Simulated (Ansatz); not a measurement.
## Notes on HgPtI

```yaml
crystal:
  lattice:
    - [4.18115, 0.00000, 0.00000]
    - [0.00000, 4.18115, 0.00000]
    - [0.00000, 0.00000, 9.64704]
  atoms:
    - { symbol: I, position: [0.00000, 0.50000, 0.66900] }
    - { symbol: I, position: [0.50000, 0.00000, 0.33100] }
    - { symbol: Pt, position: [0.00000, 0.00000, 0.00000] }
    - { symbol: Pt, position: [0.50000, 0.50000, 0.00000] }
    - { symbol: Hg, position: [0.00000, 0.50000, 0.12100] }
    - { symbol: Hg, position: [0.50000, 0.00000, 0.87900] }
```

The numbers come from plane-wave PAW DFT (Ansatz): r2SCAN, no spin polarisation, 500 eV, 8×8×4 Γ-centred k points, gaussian occupations (width 0.1676 eV). Nothing was relaxed.

Q: Describe some of the short contacts.

A: Pt–Hg at 2.39 Å: least valence density 0.72 e/Å³ and ELF 0.25 there. I–Hg at 3.58 Å: least valence density 0.10 e/Å³ and ELF 0.11 there. I–Pt at 3.82 Å: least valence density 0.08 e/Å³ and ELF 0.08 there. Both are smooth PAW fields, read partly inside the augmentation spheres.

Q: Where is the largest force?

A: The largest is on Hg6 (and as large on other atoms): 8.26 eV/Å, components (0.00, 0.00, -8.26). It makes 119° with the line to a nearest neighbour, Pt3 at 2.39 Å.

Q: Is the cell too large or too small?

A: The pressure is 23.1 GPa (compression positive), so with the atoms held at these fractions the cell would first expand; the forces are large, so a full relaxation may end otherwise. The principal stresses 15.3, 27.1, 27.1 GPa differ, so its shape would change too.

Q: Metal or insulator?

A: It is a metal, with about 5.4 states/eV a cell as the mean within 0.25 eV of the Fermi level, mostly I p (69 %) and Pt d (18 %).

Q: Give the Bader charges.

A: Bader charges in e: Hg +0.38, Pt -0.11, I -0.27. In the mean Hg gives up most and I takes most.

Origin: a known structure type with other elements, at an estimated volume, so it need not be a known compound. Caveats: atoms or cell far from equilibrium; wide smearing.
